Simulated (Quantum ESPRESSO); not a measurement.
Y2In3Sc2Zr, input and log of a self-consistent run

A calculation, not a measurement. The program is pw.x of Quantum ESPRESSO 7.5 (plane-wave density functional theory). The cell is made up: eight metal atoms on a face-centred cubic lattice, with elements, volume, strain and displacements drawn at random and not relaxed, so it may be unstable or far from any real phase. PseudoDojo standard norm-conserving files set the functional (PBE unless stated); there is no spin polarisation or spin-orbit coupling, the Fermi-Dirac width of 0.25 eV means electrons at about 2900 K, and the masses in the input are unused placeholders. A spin test at this wide smearing found no moment, but such smearing suppresses magnetism that the real alloy may have.

Input:

```
&control calculation='scf', pseudo_dir='./dojo.nc.sr.pbe.v0_5.standard.upf', outdir='./o', disk_io='minimal', tprnfor=.true., tstress=.true. /
&system ibrav=0, nat=8, ntyp=4, nbnd=62, ecutwfc=77.98206166, nosym=.true., tot_charge=0,
 occupations='smearing', smearing='fd', degauss=0.0183746611
/
&electrons conv_thr=1.470e-08, electron_maxstep=70, mixing_beta=0.5 /
ATOMIC_SPECIES
In 1.0 In.upf
Sc 1.0 Sc.upf
Y 1.0 Y.upf
Zr 1.0 Zr.upf
CELL_PARAMETERS angstrom
2.3249 4.5503 2.2917
2.2509 -4.5276 2.3204
4.5689 0.0513 -4.6052
ATOMIC_POSITIONS angstrom
Y 0.0877 -0.0298 0.0845
In 2.259 0.19 -2.2894
In 2.2663 -2.1436 -0.0373
In 4.4669 -2.2261 -2.1584
Sc 2.3152 2.2621 0.0878
Y 4.5866 2.4194 -2.3603
Sc 2.3003 0.0149 2.4432
Zr 4.5249 0.1068 -0.0159
K_POINTS automatic
5 5 4 1 1 1
```

The log is shortened where brackets say so; the opening notice, blank lines, dates and the lines on written files are dropped, and the path of the files is cut. It prints rydbergs, bohrs and kilobars, and counts compression as positive stress. Its total energy is the free energy E - TS of the whole cell.

```
     Program PWSCF v.7.5
     Parallel version (MPI & OpenMP), running on       4 processor cores
     Number of MPI processes:                 4
     Threads/MPI process:                     1
     [start-up lines left out]
     bravais-lattice index     =            0
     lattice parameter (alat)  =      10.5829  a.u.
     unit-cell volume          =    1290.8091 (a.u.)^3
     number of atoms/cell      =            8
     number of atomic types    =            4
     number of electrons       =        95.00
     number of Kohn-Sham states=           62
     kinetic-energy cutoff     =      77.9821  Ry
     charge density cutoff     =     311.9282  Ry
     scf convergence threshold =      1.5E-08
     mixing beta               =       0.5000
     number of iterations used =            8  plain     mixing
     Exchange-correlation= PBE
                           (   1   4   3   4   0   0   0)
     [axes and pseudopotential details left out]
   Cartesian axes
     site n.     atom                  positions (alat units)
         1        Y      tau(   1) = (   0.0156601  -0.0053212   0.0150887  )
         2        In     tau(   2) = (   0.4033782   0.0339273  -0.4088066  )
         3        In     tau(   3) = (   0.4046817  -0.3827718  -0.0066605  )
         4        In     tau(   4) = (   0.7976317  -0.3975034  -0.3854146  )
         5        Sc     tau(   5) = (   0.4134135   0.4039318   0.0156780  )
         6        Y      tau(   6) = (   0.8190060   0.4320200  -0.4214668  )
         7        Sc     tau(   7) = (   0.4107529   0.0026606   0.4362699  )
         8        Zr     tau(   8) = (   0.8079885   0.0190707  -0.0028392  )
     number of k points=    50  Fermi-Dirac smearing, width (Ry)=  0.0184
                       cart. coord. in units 2pi/alat
        k(    1) = (   0.1990073  -0.0014787   0.0454146), wk =   0.0400000
        k(    2) = (   0.3522357  -0.0032083  -0.1065993), wk =   0.0400000
     [further k points left out]
     Dense  grid:   120137 G-vectors     FFT dimensions: (  60,  60,  72)
     Estimated max dynamical RAM per process >     373.86 MB
     Estimated total dynamical RAM >       1.37 GB
     Initial potential from superposition of free atoms
     starting charge      94.9717, renormalised to      95.0000
     Starting wfcs are   77 randomized atomic wfcs
     total cpu time spent up to now is        6.8 secs
     per-process dynamical memory:   297.8 Mb
     Self-consistent Calculation
     iteration #  1     ecut=    77.98 Ry     beta= 0.50
     Davidson diagonalization with overlap
     ethr =  1.00E-02,  avg # of iterations =  2.2
     Threshold (ethr) on eigenvalues was too large:
     Diagonalizing with lowered threshold
     Davidson diagonalization with overlap
     ethr =  3.18E-04,  avg # of iterations =  5.4
     total cpu time spent up to now is       30.5 secs
     total energy              =    -856.72572035 Ry
     estimated scf accuracy    <       0.33503043 Ry
     iteration #  2     ecut=    77.98 Ry     beta= 0.50
     Davidson diagonalization with overlap
     ethr =  3.53E-04,  avg # of iterations =  4.8
     total cpu time spent up to now is       44.5 secs
     total energy              =    -856.76620321 Ry
     estimated scf accuracy    <       0.55222875 Ry
     iteration #  3     ecut=    77.98 Ry     beta= 0.50
     Davidson diagonalization with overlap
     ethr =  3.53E-04,  avg # of iterations =  2.5
     total cpu time spent up to now is       55.3 secs
     total energy              =    -856.82784239 Ry
     estimated scf accuracy    <       0.21195708 Ry
     iteration #  4     ecut=    77.98 Ry     beta= 0.50
     Davidson diagonalization with overlap
     ethr =  2.23E-04,  avg # of iterations =  2.0
     total cpu time spent up to now is       65.2 secs
     total energy              =    -856.85549304 Ry
     estimated scf accuracy    <       0.03495692 Ry
     iteration #  5     ecut=    77.98 Ry     beta= 0.50
     Davidson diagonalization with overlap
     ethr =  3.68E-05,  avg # of iterations =  4.0
     total cpu time spent up to now is       76.6 secs
     total energy              =    -856.85943477 Ry
     estimated scf accuracy    <       0.00332711 Ry
     [iterations 6 to 10 left out]
     iteration # 11     ecut=    77.98 Ry     beta= 0.50
     Davidson diagonalization with overlap
     ethr =  1.36E-08,  avg # of iterations =  6.5
     total cpu time spent up to now is      151.2 secs
     total energy              =    -856.86043739 Ry
     estimated scf accuracy    <       0.00000078 Ry
     iteration # 12     ecut=    77.98 Ry     beta= 0.50
     Davidson diagonalization with overlap
     ethr =  8.17E-10,  avg # of iterations =  4.1
     total cpu time spent up to now is      162.7 secs
     total energy              =    -856.86043760 Ry
     estimated scf accuracy    <       0.00000013 Ry
     iteration # 13     ecut=    77.98 Ry     beta= 0.50
     Davidson diagonalization with overlap
     ethr =  1.36E-10,  avg # of iterations =  3.4
     total cpu time spent up to now is      173.6 secs
     total energy              =    -856.86043762 Ry
     estimated scf accuracy    <       0.00000002 Ry
     iteration # 14     ecut=    77.98 Ry     beta= 0.50
     Davidson diagonalization with overlap
     ethr =  2.21E-11,  avg # of iterations =  5.1
     total cpu time spent up to now is      186.0 secs
     total energy              =    -856.86043762 Ry
     estimated scf accuracy    <       0.00000004 Ry
     iteration # 15     ecut=    77.98 Ry     beta= 0.50
     Davidson diagonalization with overlap
     ethr =  2.21E-11,  avg # of iterations =  2.6
     total cpu time spent up to now is      196.5 secs
     End of self-consistent calculation
     [lines on levels left out]
!    total energy              =    -856.86043763 Ry
     estimated scf accuracy    <          5.1E-09 Ry
     smearing contrib. (-TS)   =      -0.12937509 Ry
     internal energy E=F+TS    =    -856.73106254 Ry
     The total energy is F=E-TS. E is the sum of the following terms:
     one-electron contribution =    -211.53408066 Ry
     hartree contribution      =     158.22293324 Ry
     xc contribution           =    -204.92208748 Ry
     ewald contribution        =    -598.49782764 Ry
     convergence has been achieved in  15 iterations
     Forces acting on atoms (cartesian axes, Ry/au):
     atom    1 type  3   force =    -0.00623430    0.01419900   -0.00126217
     atom    2 type  1   force =    -0.00729532   -0.01386170    0.00089561
     atom    3 type  1   force =     0.00689903   -0.01662636    0.01618571
     atom    4 type  1   force =     0.00386676    0.00471074   -0.02037465
     atom    5 type  2   force =     0.01926146    0.01211813   -0.02679956
     atom    6 type  3   force =    -0.01467149   -0.01054279    0.04465882
     atom    7 type  2   force =     0.00238511    0.01241400   -0.02539586
     atom    8 type  4   force =    -0.00421124   -0.00241101    0.01209211
     Total force =     0.077833     Total SCF correction =     0.000299
     Computing stress (Cartesian axis) and pressure
          total   stress  (Ry/bohr**3)                   (kbar)     P=       46.36
   0.00031735  -0.00009358  -0.00005493           46.68      -13.77       -8.08
  -0.00009358   0.00035218  -0.00003587          -13.77       51.81       -5.28
  -0.00005493  -0.00003587   0.00027585           -8.08       -5.28       40.58
     init_run     :      6.38s CPU      6.69s WALL (       1 calls)
     electrons    :    187.53s CPU    189.74s WALL (       1 calls)
     forces       :      1.83s CPU      1.85s WALL (       1 calls)
     stress       :      5.88s CPU      5.89s WALL (       1 calls)
     [timing details left out]
     PWSCF        :   3m21.71s CPU   3m24.33s WALL
     JOB DONE.
```

In other units: free energy -11658.180 eV for the cell, pressure 4.64 GPa, largest force component 1.148 eV/Å in size. The run took 206 s of wall time with four MPI processes on a shared machine (Intel Xeon, 2023 or later, virtual cores), so the time is rough. A rerun of this cell at a higher cutoff and on a denser mesh moved values by no more than 0.004 eV in energy, 0.10 GPa in stress and 0.005 eV/Å in force, and a second program with other atomic files agreed on that cell to 2 % rms in force and 0.5 GPa in pressure.